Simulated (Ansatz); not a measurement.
Be$_{2}$C (fluorite or antifluorite type, Fm-3m) at seven volumes, DFT-PBE in the program Ansatz with PAW potentials, scaled uniformly. One row is withheld.

```
V (Å³/atom)  P (GPa)
-----------  -------
6.150          22.43
6.352              ?
6.555           6.48
6.758           0.00
6.961          -5.66
7.163         -10.62
7.366         -14.95
```

Fit the shown pressures and predict the withheld one.

P = (3/2)B₀(x^(7/2) − x^(5/2))[1 + (3/4)(B′ − 4)(x − 1)] with x = (V₀/V)^(2/3). Least squares on the six rows gives V₀ = 6.758 Å³/atom, B₀ = 202 GPa, B′ = 3.50. At V = 6.352, x = 1.0422 and P = 13.94 GPa. The run itself gave 13.91 GPa.

The PBE relaxation kept the symmetry of its start.

Potentials: the later of the program's two PAW sets.
